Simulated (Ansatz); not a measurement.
This guess for SiSn4 is about to be relaxed.

```
CELL_PARAMETERS angstrom
3.84942 -4.61639 0.00000
3.84942 4.61639 0.00000
0.00000 0.00000 3.50771
ATOMIC_POSITIONS crystal
Si 0.50000 0.50000 0.50000
Sn 0.73274 0.26726 0.50000
Sn 0.28356 0.28356 0.00000
Sn 0.71644 0.71644 0.00000
Sn 0.26726 0.73274 0.50000
```

These are results of Ansatz, DFT PBE, scalar-relativistic, plane waves, PAW, not measurements. Cutoff 420 eV, Gaussian smearing, Γ-centred meshes. Cell and atoms relax first on a coarse mesh and then on a finer one. In between, the cell is made exact in the group found at 0.06 Å. In metals the finer mesh still leaves noise of several meV/atom or more. The steps can't lower the symmetry of their start. No spin polarisation.

A guess keeps its type if space group and coordination stay and the shape of the cell changes little (axis ratios within about 15 %, angles within 6°); the volume may change.

Problem. Does this structure survive the relaxation?

Solution. It keeps its type. The symmetry stays Cmmm (No. 65). The volume per atom grows by 8.6 %, from 24.9 to 27.1 Å³. The shortest distance goes from 2.15 Å (Si–Sn) to 2.76 Å (Si–Sn). Counting neighbours within 15 % of an atom's shortest distance, the start has Si 6, Sn 1/2 and the end Si 6, Sn 1/2.

Energies over the elements count from the elements' standard structures at the same level, with no fitted energy shifts. The references include grey tin.

Problem. At what energy does it end?

Solution. +0.21 eV/atom. The separate elements lie lower, so it is unstable against them.

The last run used a 6×6×10 mesh (in the run's order of axes) for its 5-atom cell and Gaussian smearing of 0.10 eV. Symmetry constrained the relaxation, so the result can be a saddle point. Another cell of SiSn4 relaxed alike, in P2/m, lies 27 meV/atom lower, so this cell isn't the stable form at this level.

In counts of neighbours, a slash parts the counts of unlike sites.
